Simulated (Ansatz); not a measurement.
GaN in space group P6_3/mmc (No. 194; Ga on 2d, N on 2b), LDA (plane waves, PAW; program Ansatz). The conduction-band minimum lies at Γ, with 1 equivalent valley. Second derivatives d²E/dk² of the lowest band at one valley (eV·Å²), along Cartesian directions:

```
direction  d²E/dk²
---------  -------
[100]        37.39
[010]        37.39
[001]        21.07
[110]        37.39
[101]        29.25
[011]        29.25
```

Find the principal effective masses, the density-of-states mass and the conductivity mass.

Off-diagonal terms follow from H_xy = H[110] − (H_xx + H_yy)/2, and m*/mₑ = 7.620 eV·Å² over each eigenvalue: 0.20, 0.20, 0.36. One valley's DOS mass (m₁m₂m₃)^(1/3) = 0.25, conductivity mass 3/(Σ 1/mᵢ) = 0.24 mₑ.

What effective density of states Nc follows at 300 K for parabolic valleys?

Nc = 2.509e19 × 1 × (0.25)^(3/2) ≈ 3.1e18 cm⁻³.

The first step of the workflow began from a Materials Project structure, measured or hypothetical; the Crystallography Open Database copy checked does not list it. It is not the phase usual at ambient conditions (space group No. 186, 216). The LDA relaxation kept the symmetry of its start; phonons show weakly imaginary modes. A crystal of weakly bound layers computed without a dispersion correction: the cell and the soft elastic constants depend strongly on that. Scalar-relativistic: spin–orbit coupling is off unless named, which matters more the heavier the elements.

Potentials: the earlier of the program's two PAW sets. The files were generated under PBE; for other functionals the program regenerates the frozen cores, and for LDA and PBEsol the local potential too.

Edges and masses are those of Kohn–Sham bands, whose gap is no quasiparticle gap.
